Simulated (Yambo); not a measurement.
Yambo run on TiCdO₃ (space group R-3, No. 148). The wavefunctions are norm-conserving PBEsol (Quantum ESPRESSO, 102 Ry, no spin-orbit coupling) ones on a 2×2×2 mesh (50 occupied bands); a = b = c = 5.823 Å, α = β = γ = 53.70°.

Yambo input:

```
rim_cut
gw0
dyson
el_el_corr
HF_and_locXC
ppa
em1d
RandQpts= 1000000
RandGvec= 1 Ry
FFTGvecs= 25 Ry
EXXRLvcs= 102 Ry
VXCRLvcs= 408 Ry
Chimod= "HARTREE"
% BndsRnXp
 11 | 200 |
%
NGsBlkXp= 7 Ry
% LongDrXp
 1.0 | 1.0 | 1.0 |
%
PPAPntXp= 27.2114 eV
% GbndRnge
 1 | 200 |
%
GTermKind= "BG"
DysSolver= "n"
ExtendOut
% QPkrange
 1 | 1 | 50 | 51 |
 3 | 3 | 50 | 50 |
%
```

k points by index: 1 = Γ, 3 = F.

The o-*.qp file then holds:

```
#    K-point    Band    Eo [eV]    E [eV]    E-Eo [eV]    Vxc [eV]    Vnlxc [eV]    Sc|Eo [eV]    Sc|E [eV]    dSc/dw|Eo [eV]    Re(Z)    Im(Z)
#
    1    50    -0.009137    -0.294697    -0.285561    -20.16766    -24.80107    4.269411    4.347855    -7.471807    0.784568    -0.001333
    1    51    3.060939    4.132510    1.071571    -15.87203    -10.31682    -4.236367    -4.483641    -6.278598    0.812521    -0.001217
    3    50    0.000000    -0.271553    -0.271553    -19.91317    -24.50802    4.248344    4.323297    -7.507495    0.783761    -0.001328
```
(The two width columns are left out.) Convergence of these settings isn't established.

Geometry of the Materials Project entry, not relaxed at this level.
